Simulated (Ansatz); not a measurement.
## Trial structures of Ge2SbO3: starts and ends

These are results of DFT PBE, scalar-relativistic, plane waves, PAW in Ansatz, not measurements. All cells share a 420 eV cutoff and Γ-centred k meshes spaced at most about 0.3 Å⁻¹ (about 0.25 or finer for metals, 2π included). No spin polarisation in the final relaxations.

Each guess was relaxed in cell and atoms at zero pressure, within the symmetry of its start. Temperature and zero-point effects are left out. Coordination counts O atoms around Ge and Sb (those within 1.25 times the shortest such distance or 1.15 times the sum of covalent radii; a plus sign parts nearer from farther groups; the shortest distance is added where it is long for a bond).

| guess | made from | start group | V start (Å³/atom) | end group | V end (Å³/atom) | coordination at the end | gap on mesh (eV) | E over the lowest end (meV/atom) |
| --- | --- | --- | --- | --- | --- | --- | --- | --- |
| 1 | random cell | P4/mmm | 17.8 | P4/mmm | 15.9 | Ge 4, Sb 4+8 from 3.0 Å | 0 | 474 |
| 2 | random cell | P6/mmm | 17.8 | P6/mmm | 22.3 | Ge 6 from 3.6 Å, Sb 6 | 0 | 1430 |
| 3 | random cell | R-3m | 35.6 | R-3m | 18.1 | Ge 3, Sb 6 from 2.8 Å | 0 | 0 |
| 4 | Hf2Al3Ni type | R-3m | 16.0 | ? | ? | ? | ? | ? |
| 5 | EuAl3Ag2 type | P6/mmm | 15.9 | P6/mmm | 13.8 | Ge 6 from 2.2 Å, Sb 12 from 3.2 Å | 0 | 448 |
| 6 | CeAl2Cu3 type | Cmmm | 15.6 | Cmmm | 16.6 | Ge 4 from 2.3 Å, Sb 2+4 | 0 | 546 |
| 7 | random cell | P6/mmm | 18.9 | P6/mmm | 17.7 | Ge 3, Sb 6 from 3.2 Å | 0 | 333 |

Guess 4 as it starts:

Space group R-3m:H (No. 166). a = 5.209 Å, b = 5.209 Å, c = 12.239 Å, α = 90.00°, β = 90.00°, γ = 120.00°
| atom | site | symmetry | x | y | z |
| --- | --- | --- | --- | --- | --- |
| Ge | 6c | 3m | 0.3333 | 0.6667 | 0.2932 |
| Sb | 3a | -3m | 0.0000 | 0.0000 | 0.0000 |
| O | 9d | .2/m | 0.8333 | 0.1667 | 0.1667 |

Question: Predict the end of this guess and its energy over the lowest end.

Answer: It ends in space group R-3m (No. 166), with a = 5.459 Å, c = 12.263 Å, 17.6 Å³/atom and no gap. It lies 13 meV/atom over the lowest end, above guess 3 and below guess 7. Counting O atoms around Ge and Sb, this end has Ge 3, Sb 6 from 2.6 Å and the lowest (guess 3) has Ge 3, Sb 6 from 2.8 Å.

```cif
data_structure
_symmetry_space_group_name_H-M 'R-3m:H'
_symmetry_Int_Tables_number 166
_cell_length_a 5.4595
_cell_length_b 5.4595
_cell_length_c 12.2626
_cell_angle_alpha 90.000
_cell_angle_beta 90.000
_cell_angle_gamma 120.000
_cell_volume 316.53
loop_
_atom_site_label
_atom_site_type_symbol
_atom_site_symmetry_multiplicity
_atom_site_Wyckoff_symbol
_atom_site_fract_x
_atom_site_fract_y
_atom_site_fract_z
_atom_site_occupancy
Ge1 Ge 6 c 0.33333 0.66667 0.41078 1
Sb1 Sb 3 a 0.00000 0.00000 0.00000 1
O1 O 9 d 0.83333 0.16667 0.16667 1
```

Energies over the elements count from the elements' standard structures at the same level (O₂ as a molecule), with no fitted energy shifts.

Question: Is the lowest end bound against the elements?

Answer: Yes: its formation energy is −0.76 eV/atom. It lies below the elements, which doesn't yet make it stable against other compounds or structures.

The k mesh leaves some 4 meV/atom of noise in the energy of each metallic cell. These runs have no spin–orbit coupling, which can matter for Sb. In R-3m at 18.1 Å³/atom, R-3m at 17.6 Å³/atom, P6/mmm at 17.7 Å³/atom, P6/mmm at 13.8 Å³/atom, P4/mmm and others an odd number of electrons in the primitive cell allows no gap without spin; a larger cell or a magnetic state could open one. A magnetic state wasn't ruled out in cells without spin, among them P6/mmm at 13.8 Å³/atom, P6/mmm at 22.3 Å³/atom. Cells relaxed within their symmetry can be saddle points. A lower structure may well exist outside this small set. Some structure types and database cells were kept out of the candidates from the start, so a known form may be missing.
